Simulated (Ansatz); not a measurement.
V3Si (A15 (Cr3Si type), Pm-3n) under volume change, DFT-PBEsol in the program Ansatz with PAW potentials, scaled uniformly.

```
V (Å³/atom)  E − E(relaxed) (meV/atom)  P (GPa)
-----------  -------------------------  -------
11.429                            76.7    23.55
11.806                            32.3    14.46
12.182                               ?        ?
12.559                             0.0     0.00
12.936                             6.9    -5.75
13.313                            26.4   -10.70
13.690                               ?        ?
```

Problem. Some entries are withheld; supply them.

Solution. 
- 13.690, E − E(relaxed) (meV/atom): 56.7
- 13.690, P (GPa): -14.96
- 12.182, E − E(relaxed) (meV/atom): 7.6
- 12.182, P (GPa): 6.67

Problem. What does a third-order Birch–Murnaghan fit give for V₀, B₀ and B′?

Solution. V₀ = 12.56 Å³/atom, B₀ = 206 GPa, B′ = 4.0.

Symmetry was held in the PBEsol relaxation. The workflow began spin-polarised and lost its moments.

Potentials: the later of the program's two PAW sets.
